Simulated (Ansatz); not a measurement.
Relaxed TiSi$_{2}$ (C49 type, space group Cmcm):

```yaml
crystal:
  lattice:
    - [1.77307, -6.78170, 0.00000]
    - [1.77307, 6.78170, 0.00000]
    - [0.00000, 0.00000, 3.57984]
  atoms:
    - { symbol: Si, position: [0.94083, 0.05917, 0.75000] }
    - { symbol: Si, position: [0.05917, 0.94083, 0.25000] }
    - { symbol: Si, position: [0.25028, 0.74972, 0.75000] }
    - { symbol: Si, position: [0.74972, 0.25028, 0.25000] }
    - { symbol: Ti, position: [0.60319, 0.39681, 0.75000] }
    - { symbol: Ti, position: [0.39681, 0.60319, 0.25000] }
```

Scan: atom 2 (Si, nearest neighbour Si at 2.404 Å; its periodic images, 3.5 Å or more away, move with it) is displaced towards the nearest neighbour, direction (0.000, 0.668, -0.744) in Cartesian axes, by s. The other atoms stay.

Calculation: PBE (plane waves to 420 eV, PAW, scalar-relativistic; Ansatz, a program for electronic structure). k mesh 11×11×11 (Γ-centred), Fermi-Dirac smearing 0.05 eV. The energy includes the smearing's −TS. With partly filled bands, energies and forces of such displacements shift with the k mesh and the smearing. This is one of several known forms of TiSi2; the measured ambient cells at hand have space group No. 70. TiSi2 is run without spin polarisation. TiSi2 was relaxed with its symmetry unable to fall. The zero of ΔE is the undisplaced structure. The last digit holds for this mesh only.

```json
[
 {"s (Å)": "-0.720", "ΔE (meV/cell)": "withheld"},
 {"s (Å)": "-0.576", "ΔE (meV/cell)": "1462.0"},
 {"s (Å)": "-0.432", "ΔE (meV/cell)": "858.1"},
 {"s (Å)": "-0.288", "ΔE (meV/cell)": "401.0"},
 {"s (Å)": "-0.144", "ΔE (meV/cell)": "106.4"},
 {"s (Å)": "0.000", "ΔE (meV/cell)": "0.0"},
 {"s (Å)": "0.144", "ΔE (meV/cell)": "125.6"},
 {"s (Å)": "0.288", "ΔE (meV/cell)": "563.7"},
 {"s (Å)": "0.432", "ΔE (meV/cell)": "1458.5"},
 {"s (Å)": "0.576", "ΔE (meV/cell)": "3052.3"},
 {"s (Å)": "0.720", "ΔE (meV/cell)": "5748.6"}
]
```

**Question.** Fit a polynomial form (powers 2, 3, 4) to the given rows and predict ΔE at s = -0.720.

**Answer.** Least squares on the 10 given rows: ΔE = (4994)·s² + (4198)·s³ + (5829)·s⁴, in meV/cell with s in Å; root-mean-square residual 32.76 meV/cell. At -0.720 the fit gives 2588.5 meV/cell; the calculation gives 2213.2 meV/cell, so the extrapolation is off by 375.3 (+17.0 %). The quadratic term alone would give 2588.9 meV/cell.

(For displaced atoms, the force is minus the slope of the energy, and its curvature is a force constant, which sets phonon frequencies.)
